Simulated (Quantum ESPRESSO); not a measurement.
```cif
data_Al2N2
_chemical_formula_sum 'N2 Al2'
_space_group_name_H-M_alt 'P63mc'
_space_group_IT_number 186
_space_group_name_Hall 'P 6c -2c'
_cell_length_a 3.06643
_cell_length_b 3.06643
_cell_length_c 4.90807
_cell_angle_alpha 90.000
_cell_angle_beta 90.000
_cell_angle_gamma 120.000
loop_
_atom_site_label
_atom_site_type_symbol
_atom_site_symmetry_multiplicity
_atom_site_Wyckoff_symbol
_atom_site_fract_x
_atom_site_fract_y
_atom_site_fract_z
_atom_site_occupancy
N1 N 2 b 0.33333 0.66667 0.38105 1
Al1 Al 2 b 0.66667 0.33333 0.49895 1
```

The PBEsol cell relaxed from Materials Project entry mp-661 was given an isotropic strain of -1.5 % on all lattice vectors, and the atoms were relaxed again.

**Question.** What does PBEsol (Quantum ESPRESSO, PseudoDojo norm-conserving, 84 Ry, scalar-relativistic) give for the electronic structure near the Fermi level?

**Answer.** The PBEsol gap is direct, 4.50 eV at Γ.
